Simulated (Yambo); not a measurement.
Yambo run on CaC2 (space group C2/c, No. 15). The wavefunctions are PBEsol (pw.x of Quantum ESPRESSO, ONCV potentials, no spin-orbit coupling) ones on a 4×4×2 mesh (18 occupied bands); a = b = 3.900 Å, c = 7.384 Å, α = β = 104.58°, γ = 64.51°.

Yambo input:

```
rim_cut
HF_and_locXC
RandQpts= 1000000
RandGvec= 1 Ry
EXXRLvcs= 82 Ry
VXCRLvcs= 328 Ry
% QPkrange
 1 | 1 | 18 | 19 |
 5 | 5 | 18 | 19 |
 6 | 6 | 18 | 19 |
 11 | 11 | 18 | 19 |
 13 | 13 | 18 | 19 |
 14 | 14 | 18 | 19 |
 17 | 17 | 18 | 19 |
%
```

k points by index: 1 = Γ, 5 = (0, -0.5, 0), 6 = (0, -0.5, -0.5), 11 = (0.25, -0.25, 0), 13 = (-0.5, -0.5, 0), 14 = (-0.5, -0.5, -0.5), 17 = (0.5, 0, 0).

The o-*.hf file then holds:

```
#    K-point    Band    Eo [eV]    Ehf [eV]    Vxc [eV]    Vnlxc [eV]
#
    1    18    -0.403668    -3.209715    -13.94401    -16.75006
    1    19    3.101501    8.221092    -11.71799    -6.598396
    5    18    -0.184660    -4.252480    -14.38930    -18.45712
    5    19    3.453779    8.400319    -11.39066    -6.444118
    6    18    -0.243455    -4.302054    -14.28836    -18.34696
    6    19    2.754259    7.473649    -10.93110    -6.211715
    11    18    0.000000    -4.040654    -14.61284    -18.65350
    11    19    4.181767    9.519231    -12.22690    -6.889439
    13    18    -0.699695    -5.062897    -13.82907    -18.19228
    13    19    1.892088    6.354970    -10.60811    -6.145230
    14    18    -0.586105    -4.810988    -14.06437    -18.28925
    14    19    3.266273    8.169614    -11.47537    -6.572034
    17    18    -0.184660    -4.252588    -14.38928    -18.45721
    17    19    3.453779    8.400522    -11.39066    -6.443921
```
Exchange alone, without screening.

Geometry of the Materials Project entry, not relaxed at this level.

The structure is a Materials Project entry; no match was found in the copy of COD used, and its stability was not checked.
